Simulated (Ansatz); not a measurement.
# Cs3Tl2Cl9: 35Cl nuclear quadrupole resonance

Cell: a structure deposited in the COD whose atoms were relaxed with PBE, the cell held.

```cif
data_Cs3Tl2Cl9
_symmetry_space_group_name_H-M 'R-3c:H'
_symmetry_Int_Tables_number 167
_cell_length_a 12.8118
_cell_length_b 12.8118
_cell_length_c 18.2636
_cell_angle_alpha 90.000
_cell_angle_beta 90.000
_cell_angle_gamma 120.000
loop_
_atom_site_label
_atom_site_type_symbol
_atom_site_symmetry_multiplicity
_atom_site_Wyckoff_symbol
_atom_site_fract_x
_atom_site_fract_y
_atom_site_fract_z
Cs Cs 18 e 0.9952 0.6667 0.4167
Tl Tl 12 c 0.0000 0.0000 0.8526
Cl11 Cl 18 e 0.1582 0.0000 0.7500
Cl17 Cl 36 f 0.5087 0.8456 0.5797
```

One atom of each set is listed; the run and its k-mesh use a cell of 28 atoms with edges of 9.58, 9.58, 9.58 Å.

The numbers come from a DFT calculation in Ansatz (PBE, plane waves and PAW, scalar-relativistic, 420 eV cutoff, Γ-centred 3×3×3 k-points, Fermi–Dirac smearing 0.02 eV).

35Cl: I = 3/2, Q = -81.12 mb (year-2017 value). Static lattice, zero field.

**Question.** Predict the zero-field 35Cl lines of each site.

**Answer.** For I = 3/2 there is one line, ν = (|C_Q|/2)(1 + η²/3)^½.

| site | atoms | V_zz (10²¹ V/m²) | C_Q (MHz) | η | line frequencies (MHz) |
| --- | --- | --- | --- | --- | --- |
| Cl11 | 6 | -10.20 | 20.0 | 0.15 | 10.0 |
| Cl17 | 12 | 18.52 | -36.3 | 0.08 | 18.2 |

**Question.** And for 37Cl (I = 3/2, Q = -63.93 mb) on Cl17?

**Answer.** C_Q scales with Q to -28.6 MHz, with lines at 14.3 MHz.

At Cl11 V_zz stands upright on the plane of its two bonds (within 1°). At Cl17 V_zz points along its bond to Tl (within 1°).

Without spin–orbit coupling the gradients at and beside Tl can be off by some per cent, at some sites by more.

The relaxation (5 steps) took 1.8 min of wall time (3.5 min of CPU time) and 2 GiB at its peak, on 2 threads of Arm Neoverse V2 (aarch64; 8 cores open to the job, memory cap 5.0 GiB, no GPU), a shared host with a load of 0.5 a core.
